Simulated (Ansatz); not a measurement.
SiSnPd5 in space group P4/mmm (No. 123; Si on 1b, Sn on 1c, Pd on 1a, Pd on 4i), r²SCAN in the plane-wave PAW code Ansatz, all energies at zero smearing, with the estimated change up to a 700 eV cutoff added, with one set of potentials and settings (totals compare only within such a set). Cell of 7 atoms (1 Si, 1 Sn, 5 Pd): -41610.772 eV.

| element | reference phase | E (eV/atom) |
|---|---|---|
| Si | Fd-3m, 2 atoms in the cell | -639.0667 |
| Sn | Fd-3m, 2 atoms in the cell | -6038.6401 |
| Pd | Fm-3m, 1 atoms in the cell | -6985.7456 |

Formation energy per atom, worked out: (-41610.772 − 1×(-639.0667) − 1×(-6038.6401) − 5×(-6985.7456))/7 = -0.620 eV/atom (-60 kJ per mol of atoms), at 0 K, without zero-point energy or fitted corrections.

The workflow started from a Materials Project entry (that database holds measured and hypothetical structures alike); the Crystallography Open Database copy checked does not list it. Whether it is the stable phase at ambient conditions was not checked. Symmetry was held in the r²SCAN relaxation; its stability against distortions is not shown here. No spin polarisation was allowed. The references are the lowest solids computed at this level, not always the standard phases. Scalar-relativistic: spin–orbit coupling is off unless named, which matters more the heavier the elements.

Potentials: the later of the program's two PAW sets.
